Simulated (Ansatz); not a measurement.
## Lattice vibrations of MnB$_{5}$ at Γ

These are results of DFT PBE, scalar-relativistic, plane waves, PAW (Ansatz 0.2.0), not measurements. Plane waves to 420 eV; Γ-centred k mesh 12×12×12; Gaussian smearing of 0.10 eV. Collinear spin, site moments 1.8, 0.0, 0.0, 0.0, 0.0, 0.0 μB. Phonons by linear response, acoustic sum rule imposed.

Equilibrium structure at this level:
```
Mn B
1.0
     1.46109    0.84356    6.02021
    -1.46109    0.84356    6.02021
     0.00000   -1.68712    6.02021
Mn B
1 5
Direct
  0.00000 0.00000 0.00000
  0.50000 0.50000 0.50000
  0.58910 0.58910 0.58910
  0.41090 0.41090 0.41090
  0.23929 0.23929 0.23929
  0.76071 0.76071 0.76071
```

It was reached by relaxing an invented guess, and it needn't be the stable form of this composition. In a metal, frequencies depend on the k mesh and the smearing, soft modes most.

Task: Is this structure stable against zone-centre distortions?

Result: Yes, at Γ: no optical mode is imaginary. Strains and other wave vectors aren't tested by this run.

Task: List the optical modes at Γ (i marks imaginary ones).

Result:
```tsv
frequency (cm⁻¹)	degeneracy
75	2
113	1
213	2
269	2
365	1
453	1
798	1
829	2
841	2
1164	1
```
